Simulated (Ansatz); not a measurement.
HfO₂: from a starting cell to a relaxed one

The start is a generated trial cell of HfO2 in the brookite structure type. The cell and all atomic positions are relaxed at zero pressure with r2SCAN (plane waves to 500 eV, PAW, scalar-relativistic; Ansatz, a first-principles code). The first steps use a coarse 4×2×3 k-mesh.

Input geometry:
```
CELL_PARAMETERS angstrom
      5.47051     0.00000     0.00000
      0.00000     9.76771     0.00000
      0.00000     0.00000     5.80164
ATOMIC_POSITIONS crystal
  Hf 0.13720 0.12890 0.90280
  Hf 0.63720 0.37110 0.09720
  Hf 0.36280 0.87110 0.40280
  Hf 0.86280 0.62890 0.59720
  Hf 0.86280 0.87110 0.09720
  Hf 0.36280 0.62890 0.90280
  Hf 0.63720 0.12890 0.59720
  Hf 0.13720 0.37110 0.40280
  O  0.81650 0.00950 0.85090
  O  0.31650 0.49050 0.14910
  O  0.68350 0.99050 0.35090
  O  0.18350 0.50950 0.64910
  O  0.18350 0.99050 0.14910
  O  0.68350 0.50950 0.85090
  O  0.31650 0.00950 0.64910
  O  0.81650 0.49050 0.35090
  O  0.46340 0.23140 0.88900
  O  0.96340 0.26860 0.11100
  O  0.03660 0.76860 0.38900
  O  0.53660 0.73140 0.61100
  O  0.53660 0.76860 0.11100
  O  0.03660 0.73140 0.88900
  O  0.96340 0.23140 0.61100
  O  0.46340 0.26860 0.38900
```

Problem. How large is the pressure on the unrelaxed cell, and of which sign?

Solution. +2.1 GPa (positive: the cell is compressed).

Problem. Which atoms feel the largest initial force, and how large is it?

Solution. 0.63 eV/Å, on O9, O10, O11, O12, O13, O14, O15, O16 (atoms numbered as listed).

Problem. How much energy is released per atom?

Solution. 0.014 eV/atom.

Problem. How does the volume per atom move from start to end?

Solution. +1.0 %, from 12.92 to 13.05 Å³/atom.

The space group stays Pbca (No. 61) (the run could not lower it), with 24 atoms in the primitive cell. Final values are on a 5×3×5 k-mesh of the relaxed cell. No spin polarisation in the result.

The run could not lose the symmetry of its start.

The first start was generated by placing the elements on the sites of a structure type. A measured structure of HfO2 has the same space group, Pbca (No. 61); the sites were not compared with it. Another known form has space group No. 14.
